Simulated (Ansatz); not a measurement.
Computed with DFT PBE, scalar-relativistic, plane waves, PAW, and for the lanthanide a 4f-in-core norm-conserving potential, in Ansatz 0.2.0. Settings: cutoff 690 eV, Γ-centred meshes spaced at most about 0.3 Å⁻¹, and about 0.25 Å⁻¹ or finer for metals (2π included), Gaussian smearing. No spin polarisation in the final relaxations.

Temperature and zero-point effects are left out.

Two forms of HoNb2As3 were relaxed alike.

A.

```
CELL_PARAMETERS angstrom
3.65796 0.00000 0.00000
0.00000 3.65796 0.00000
0.00000 0.00000 9.12826
ATOMIC_POSITIONS crystal
Ho 0.00000 0.00000 0.00000
Nb 0.50000 0.50000 0.76932
Nb 0.50000 0.50000 0.23068
As 0.00000 0.00000 0.68066
As 0.00000 0.00000 0.31934
As 0.50000 0.50000 0.50000
```

B.

```
CELL_PARAMETERS angstrom
5.97661 0.00000 0.00000
-2.98830 5.17589 0.00000
0.00000 0.00000 3.96973
ATOMIC_POSITIONS crystal
Ho 0.00000 0.00000 0.00000
Nb 0.66667 0.33333 0.00000
Nb 0.33333 0.66667 0.00000
As 0.00000 0.50000 0.50000
As 0.50000 0.50000 0.50000
As 0.50000 0.00000 0.50000
```

Question: Which is lower in energy, and by how much?

Answer: They are level within the accuracy (under 1 meV/atom apart). A has space group P4/mmm (No. 123), 20.4 Å³/atom and no gap on its mesh; B has space group P6/mmm (No. 191), 20.5 Å³/atom and no gap. Counting As atoms around Ho and Nb (those within 1.25 times the shortest such distance or 1.15 times the sum of covalent radii, 1.27 where that leaves under three; a plus sign parts nearer from farther groups), A has Ho 2, Nb 1+4 and B has Ho 12, Nb 6. In A, Ho is surrounded by 2 As at 2.92 Å, 8 Nb at 3.34 Å and 4 Ho at 3.66 Å; Nb is surrounded by 1 As at 2.46 Å, 4 As at 2.71 Å and 4 Ho at 3.34 Å; As on a site of symmetry 4mm is surrounded by 4 Nb at 2.71 Å, 1 Ho at 2.92 Å, 4 As at 3.07 Å and 1 As at 3.30 Å; 1 more site not described. In B, around Ho lie 6 Nb at 3.45 Å and 12 As at 3.59 Å; Nb has 6 As at 2.63 Å, 3 Ho at 3.45 Å and 3 Nb at 3.45 Å; around As lie 4 Nb at 2.63 Å, 4 As at 2.99 Å and 4 Ho at 3.59 Å. Both come from invented guesses.

For metals, differences of a few meV/atom aren't resolved. A magnetic state wasn't ruled out in cells without spin, among them P6/mmm. Cells relaxed within their symmetry can be saddle points.

The lanthanide is trivalent by construction, without f bands, f moments or other valences.
